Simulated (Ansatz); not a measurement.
W$_{3}$N$_{4}$ in space group Pm-3m (No. 221; N on 1b, N on 3d, W on 3c) under volume change, plane-wave PAW PBE (Ansatz code), scaled uniformly.

```json
[
 {"V (Å³/atom)": "9.737", "E − E(relaxed) (meV/atom)": "111.2", "P (GPa)": "40.31"},
 {"V (Å³/atom)": "10.058", "E − E(relaxed) (meV/atom)": "46.6", "P (GPa)": "24.60"},
 {"V (Å³/atom)": "10.379", "E − E(relaxed) (meV/atom)": "___", "P (GPa)": "___"},
 {"V (Å³/atom)": "10.700", "E − E(relaxed) (meV/atom)": "0.0", "P (GPa)": "-0.01"},
 {"V (Å³/atom)": "11.021", "E − E(relaxed) (meV/atom)": "9.9", "P (GPa)": "-9.58"},
 {"V (Å³/atom)": "11.342", "E − E(relaxed) (meV/atom)": "37.4", "P (GPa)": "-17.71"},
 {"V (Å³/atom)": "11.663", "E − E(relaxed) (meV/atom)": "___", "P (GPa)": "___"}
]
```

Question: Some entries are withheld; supply them.

Answer: 
- 11.663, E − E(relaxed) (meV/atom): 80.0
- 11.663, P (GPa): -24.58
- 10.379, E − E(relaxed) (meV/atom): 11.0
- 10.379, P (GPa): 11.29

Question: What does a third-order Birch–Murnaghan fit give for V₀, B₀ and B′?

Answer: V₀ = 10.70 Å³/atom, B₀ = 346 GPa, B′ = 4.5.

The workflow started from an entry of the Crystallography Open Database (COD). Whether it is the stable phase at ambient conditions was not checked. The PBE relaxation kept the symmetry of its start; whether a distortion lowers the energy is not shown. No spin polarisation was allowed. Spin–orbit coupling is left out wherever it is not named.

Potentials: the later of the program's two PAW sets.
